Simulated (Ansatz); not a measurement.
input.yaml (Ansatz)

```yaml
crystal:
  lattice:
    - [0.0, 2.2477226608, 2.2477226608]
    - [2.2477226608, 0.0, 2.2477226608]
    - [2.2477226608, 2.2477226608, 0.0]
  atoms:
    - { symbol: Mg, position: [0.0, 0.0, 0.0] }
hamiltonian:
  xc: r2scan
  pseudopotentials:
    kind: paw_fr
    azcp:
      Mg: "pseudopotentials/Mg.paw.azcp"
basis:
  ecutwfc: 500
  fft_grid_basis: typed
kpoints:
  mp_grid: { grid: [12, 12, 12], shift: [0, 0, 0] }
magnetization:
  noncollinear: true
  spin_orbit: true
scf:
  occupations: { method: fermi_dirac, width: 0.1 }
output:
  write_density: true
  write_potential: true
  elf: true
  volumetric_format: npy
```

Output

```
Engine: ansatz 0.2.0, x86_64-unknown-linux-gnu
Pseudopotentials: kind: paw_fr
Pseudopotential: Mg, paw_fr, valence charge 10, recommended cutoff 500 eV (meta_gga) 
Functional definition: r2SCAN
  parameter k0 = 0.174
  parameter k1 = 0.065
  parameter a1 = 4.9479
  exchange = r2scan_x(k0 = k0, k1 = k1, a1 = a1)
  correlation = r2scan_c
non-collinear run that drives no moment, with spin-orbit: no starting moment large enough to seed its density (crystal.atoms[].spin), no starting occupations that ask for one, no magnetisation constraint and no magnetic field, so the semilocal B_xc is pinned to zero
Crystal: 1 atoms, lattice volume = 22.712 Å³
Basis set: ecut = 500 eV, 561 PW (Γ), exchange–correlation on 96×96×96 points (64 copies of the dense FFT grid, shifted against one another)
Bands: 18, of which v1, the nominal top of the filled ones, is band 10 counted from 1 (9 counted from 0)
Symmetry: 48 space group operations + 48 with time reversal
Magnetic group: BNS 225.117 (UNI 1619), of the structure as read, at distance tolerance 2.8e-5 Å
k-points: 72 of 1728
Projection manifold: j_resolved (fully-relativistic pseudo-atomic orbitals)
Non-local potential: Mg, projectors of the file, l = 0: 3, l = 1: 4, l = 2: 2
PAW form: soft (Blöchl's): semilocal exchange-correlation on the pseudo side does not see the compensation charge
PAW frozen core: Mg, regenerated for the run's functional (the file was generated under x = pbe(κ = 0.804, μ = 0.2195149727645171), c = pbe(β = 0.06672455060314922))
PAW one-centre angular grid: Mg, 302 points (default); XC on 397 of its mesh's 2593 points in the sphere
Initial density: superposition of atomic densities (chi_scale 0.1, normalization cell)
Initial wavefunctions: pseudopotential atomic-orbital guess
Functional: x = r2scan, c = r2scan; τ floored in thin density (d = 2e-4 eV/Å³)
iter 1 solved again at ethr=5.34e-4 eV; its pass at ethr=3.10e-3 eV (dr2=5.34e-2 eV) is discarded
SCF iter   1: F=—  HF=-1926.260332 eV  |F-HF|=—  |Δ(HF+E_count)|=         —  Δρ=1.47e-2  dr2=5.33e-2  dr2_τ=7.95e-5  dr2_m=0.00e0 (ungated)  ethr=5.34e-4  |M|=0.00e0 ∫|m|=0.00e0 μB  |m|>n=0.0e0 m-floor=0.0e0 τ_xc=0.0e0  β_m=0.30  ⟨swp⟩=1.4  Hψ=4269  notcnv=0
SCF iter   2: F=—  HF=-1926.304698 eV  |F-HF|=—  |Δ(HF+E_count)|=   4.44e-2  Δρ=1.09e-2  dr2=2.99e-2  dr2_τ=3.95e-5  dr2_m=0.00e0 (ungated)  ethr=5.33e-4  |M|=0.00e0 ∫|m|=0.00e0 μB  |m|>n=0.0e0 m-floor=0.0e0 τ_xc=0.0e0  β_m=0.65  ⟨swp⟩=2.0  Hψ=1004  notcnv=0
SCF iter   3: F=—  HF=-1926.315220 eV  |F-HF|=—  |Δ(HF+E_count)|=   1.05e-2  Δρ=1.08e-3  dr2=3.30e-4  dr2_τ=7.64e-6  dr2_m=0.00e0 (ungated)  ethr=2.99e-4  |M|=0.00e0 ∫|m|=0.00e0 μB  |m|>n=0.0e0 m-floor=0.0e0 τ_xc=0.0e0  β_m=0.57  ⟨swp⟩=2.0  Hψ=1004  notcnv=0
SCF iter   4: F=—  HF=-1926.315300 eV  |F-HF|=—  |Δ(HF+E_count)|=   7.99e-5  Δρ=3.84e-4  dr2=4.23e-5  dr2_τ=7.75e-7  dr2_m=0.00e0 (ungated)  ethr=3.30e-6  |M|=0.00e0 ∫|m|=0.00e0 μB  |m|>n=0.0e0 m-floor=0.0e0 τ_xc=0.0e0  β_m=0.79  ⟨swp⟩=2.0  Hψ=1011  notcnv=0
SCF iter   5: F=—  HF=-1926.315298 eV  |F-HF|=—  |Δ(HF+E_count)|=   2.42e-6  Δρ=3.16e-5  dr2=1.88e-7  dr2_τ=2.45e-9  dr2_m=0.00e0 (ungated)  ethr=4.23e-7  |M|=0.00e0 ∫|m|=0.00e0 μB  |m|>n=0.0e0 m-floor=0.0e0 τ_xc=0.0e0  β_m=0.86  ⟨swp⟩=2.5  Hψ=1006  notcnv=0
SCF iter   6: F=-1926.315298 eV  HF=-1926.315298 eV  |F-HF|=3.21e-10  |Δ(HF+E_count)|=   2.46e-7  Δρ=3.42e-6  dr2=2.04e-9  dr2_τ=3.63e-11  dr2_m=0.00e0 (ungated)  ethr=1.00e-9  |M|=0.00e0 ∫|m|=0.00e0 μB  |m|>n=0.0e0 m-floor=0.0e0 τ_xc=0.0e0  ⟨swp⟩=4.4  Hψ=2339  notcnv=0
SCF 1 converged in 6 iterations: F = -1926.315298 eV  dr2 = 2.04e-9
SCF converged after 6 iterations
Magnetization: |M| = 0.0000 μB,  M = (+0.0000, +0.0000, +0.0000) μB
Absolute magnetization: 0.0000 μB (∫|m|)
  site 0: m = (+0.0000, +0.0000, +0.0000) μB, |m| = 0.0000 μB  (R = 1.31 Å)
Free energy (F): -1926.315298 eV
Harris-Foulkes:  -1926.315298 eV  (|F-HF|=3.21e-10)
Internal energy: -1926.300797 eV  (E = F + TS)
E sigma→0 (E₀):  -1926.308047 eV
Entropy (-TS):   -0.014501 eV (-14.501 meV/atom)
Fermi energy:    5.709431 eV
--- Per-component energies (eV) ---
  E_band       = -370.756396
  E_kinetic    = 74.363558
  E_local      = -1617.455603  (includes V_loc(G=0)·N_el)
  E_nonlocal   = 95.870149
  E_hartree    = 577.817330
  E_xc         = -26.397857
  E_vxc        = -38.333175  (∫ρ·V_xc dr)
  E_paw        = -296.168463  (= ΣΔE_a)
  E_vpaw       = -43.343428  (= ΣTr[D̂ρ^β])
  E_aug_tail   = -0.000001  (compensation charges beyond the density's cutoff)
  E_vtau       = 2.506162  (kinetic-family band-sum trace: ∫τ·v_τ [+ j·A + Jᵃ·Aᵃ] dr)
  E_ewald      = -734.303097
  E_core_change = -0.026813  (= ΣΔE_core)
  E_smearing   = -0.014501  (= −TS)
  E_closure    = -0.000000  (closes the sum)
  Σ components = -1926.315298   (vs F -1926.315298, Δ=0.00e0)
--- Band table (eV; the first three rows and the last of 72) ---
  k-point 0: bands = ["-73.2266", "-73.2266", "-38.5011", "-38.5011", "-38.2113", "-38.2113", "-38.2113", "-38.2113", "-1.6865", "-1.6865", "18.9512", "18.9512", "18.9512", "18.9512", "18.9518", "18.9518", "21.3088", "21.3088"]
  k-point 1: bands = ["-73.2264", "-73.2264", "-38.5021", "-38.5021", "-38.2130", "-38.2130", "-38.2116", "-38.2116", "-1.5201", "-1.5201", "16.7778", "16.7778", "18.6412", "18.6412", "18.6446", "18.6446", "21.1334", "21.1334"]
  k-point 2: bands = ["-73.2258", "-73.2258", "-38.5049", "-38.5049", "-38.2177", "-38.2177", "-38.2126", "-38.2126", "-1.0230", "-1.0230", "13.8545", "13.8545", "18.1434", "18.1434", "18.1501", "18.1501", "20.6815", "20.6815"]
  k-point 71: bands = ["-73.2224", "-73.2224", "-38.5210", "-38.5210", "-38.2350", "-38.2350", "-38.2283", "-38.2283", "7.2468", "7.2468", "7.2573", "7.2573", "7.7233", "7.7233", "9.9288", "9.9288", "21.8661", "21.8661"]
```

Command:

```sh
ansatz run input.yaml --threads 1 --pin off --max-ram 3584MiB --backend cpu --events-out ev --progress --plain --runs-dir out
```

On 1 thread of Intel(R) Xeon(R) Platinum 8259CL CPU @ 2.50GHz (Skylake/Cascade Lake) (shared host) this took about 15 s of wall time and 15 s of CPU time.
